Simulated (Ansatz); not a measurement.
A geometry of AlNi away from equilibrium: step 12 of the relaxation of a relaxed AlNi cell, doubled along one cell vector, shaken by Gaussian noise of σ = 0.08 Å a coordinate. These are PBE (plane waves to 420 eV, PAW, scalar-relativistic; Ansatz, a program for electronic structure) values and carry that method's errors. Γ-centred k-mesh 5×14×14 on the run's cell (coarser than for final values), Fermi–Dirac smearing 0.05 eV.

```
AlNi
1.0
   -2.71944     5.22735     5.77062
    1.36243    -1.44014     1.90895
    1.36051     1.44065    -1.90750
Ni Al
2 2
Cartesian
 -0.10450   0.00236  -0.02655
 -1.46421   2.61604   2.85876
 -0.10313   0.58913   2.37058
 -1.46286   3.20281   5.25589
```

Which atoms carry the largest force, and which way does it point?

No atom: all forces are below 0.005 eV/Å; only the cell is out of equilibrium.

What is the pressure?

+2.4 GPa, compression positive.

No spin polarisation in the result. A magnetic state may lie lower.

The end of the path is a generated cell of AlNi: the first start was made by placing the elements on the sites of a structure type, and the end was not matched to a known phase here, so it may be hypothetical. Known forms of AlNi include space group No. 221.
